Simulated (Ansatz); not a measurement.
All numbers below come from DFT PBE, scalar-relativistic, plane waves, PAW (Ansatz 0.2.0). All cells share a 420 eV cutoff and Γ-centred k meshes spaced at most about 0.3 Å⁻¹ (about 0.25 or finer for metals, 2π included). No spin polarisation in the final relaxations.

Temperature and zero-point effects are left out.

Compare these two cells of BiTe5, each relaxed at this level.

A.

```
CELL_PARAMETERS angstrom
7.02689 0.00000 0.00000
-3.51345 6.08547 0.00000
0.00000 0.00000 4.46842
ATOMIC_POSITIONS crystal
Bi 0.00000 0.00000 0.50000
Te 0.00000 0.33519 0.00000
Te 0.66481 0.66481 0.00000
Te 0.33519 0.00000 0.00000
Te 0.66667 0.33333 0.50000
Te 0.33333 0.66667 0.50000
```

B.

```
CELL_PARAMETERS angstrom
7.28530 0.00000 0.00000
0.00000 7.28530 0.00000
0.00000 0.00000 5.89446
ATOMIC_POSITIONS crystal
Bi 0.50000 0.50000 0.50000
Te 0.72804 0.00000 0.00000
Te 0.27196 0.00000 0.00000
Te 0.00000 0.72804 0.00000
Te 0.00000 0.27196 0.00000
Te 0.50000 0.50000 0.00000
```

**Question.** Which would you expect to be lower, and how large is the difference?

**Answer.** A is lower, by 0.31 eV/atom. A has space group P-62m (No. 189), 31.8 Å³/atom and no gap on its mesh; B has space group P4/mmm (No. 123), 52.1 Å³/atom and no gap. Counting Te atoms around Bi (those within 1.25 times the shortest such distance or 1.15 times the sum of covalent radii; a plus sign parts nearer from farther groups), A has Bi 6+6 and B has Bi 2. B holds Te–Te units of three or more atoms (shortest 2.80 Å); in A the shortest Te–Te distance is 3.23 Å, near bonding range too. Even the lower one lies +0.13 eV/atom against the reference forms of the elements (uncorrected), so neither is stable at this level. In A, around Bi lie 6 Te at 3.25 Å and 6 Te at 4.06 Å; around Te on a site of symmetry m2m lie 4 Te at 3.23 Å and 2 Bi at 3.25 Å; Te on a site of symmetry -6 is surrounded by 6 Te at 3.23 Å. In B, Bi has 2 Te at 2.95 Å; around Te on a site of symmetry m2m lie 2 Te at 2.80 Å and 1 Te at 3.32 Å; around Te on a site of symmetry 4/mmm lie 2 Bi at 2.95 Å. Both come from invented guesses.

Weakly bound directions are ill-defined at this level, which has no dispersion term (P4/mmm), and this can change margins and order among such cells. These runs have no spin–orbit coupling, which can matter for Bi and Te. In P-62m, P4/mmm an odd number of electrons in the primitive cell allows no gap without spin; a larger cell or a magnetic state could open one. A magnetic state wasn't ruled out in cells without spin, among them P-62m, P4/mmm. Cells relaxed within their symmetry can be saddle points.
